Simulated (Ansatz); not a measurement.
CdAu (CsCl type, Pm-3m) at seven volumes, r²SCAN in the plane-wave PAW code Ansatz, scaled uniformly. One row is withheld.

| V (Å³/atom) | P (GPa) |
|---|---|
| 17.140 | 12.96 |
| 17.705 | 7.74 |
| 18.270 | ? |
| 18.835 | 0.00 |
| 19.400 | -2.83 |
| 19.965 | -5.13 |
| 20.530 | -7.02 |

Task: Fit the shown pressures and predict the withheld one.

Result: P = (3/2)B₀(x^(7/2) − x^(5/2))[1 + (3/4)(B′ − 4)(x − 1)] with x = (V₀/V)^(2/3). Least squares on the six rows gives V₀ = 18.836 Å³/atom, B₀ = 105 GPa, B′ = 5.80. At V = 18.270, x = 1.0205 and P = 3.50 GPa. The run itself gave 3.47 GPa.

The workflow started from an entry of the Crystallography Open Database (COD), which files this formula under 4 space groups. Its standing as an ambient phase is unchecked. Symmetry was held in the r²SCAN relaxation; its stability against distortions is not shown here. Scalar-relativistic: spin–orbit coupling is off unless named, which matters more the heavier the elements.

Potentials: the later of the program's two PAW sets.
